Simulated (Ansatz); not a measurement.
Here is the system:

SiO2:
```cif
data_O4Si2
_chemical_formula_sum 'Si2 O4'
_space_group_name_H-M_alt 'P42/mnm'
_space_group_IT_number 136
_space_group_name_Hall '-P 4n 2n'
_cell_length_a 4.18476
_cell_length_b 4.18476
_cell_length_c 2.66844
_cell_angle_alpha 90.000
_cell_angle_beta 90.000
_cell_angle_gamma 90.000
loop_
_atom_site_label
_atom_site_type_symbol
_atom_site_symmetry_multiplicity
_atom_site_Wyckoff_symbol
_atom_site_fract_x
_atom_site_fract_y
_atom_site_fract_z
_atom_site_occupancy
Si1 Si 2 a 0.00000 0.00000 0.00000 1
O1 O 4 f 0.30610 0.30610 0.00000 1
```

This is the r²SCAN-relaxed structure.

Task: All from plane-wave PAW r²SCAN (Ansatz code), unless another level is named. Estimate the electron effective mass.

Result: 0.38, 0.48, 0.48 mₑ (principal values).

Task: Next, the HSE06 gap on the r²SCAN cell?

Result: 7.67 eV.

Task: What about the formation energy from the elements (no fitted shifts)?

Result: -2.85 eV/atom.

Task: Give the weight of the conduction-edge state by species (Voronoi cells).

Result: O 53 %, Si 47 %.

Space group P4_2/mnm (rutile). This is a known high-pressure phase of the composition, computed here at zero pressure and temperature. The cell was relaxed with r²SCAN under the symmetry of its start; phonons on a q-mesh show no instability. The references are the lowest solids computed at this level, not always the standard phases (solids in place of the gases).

Potentials: the earlier of the program's two PAW sets.
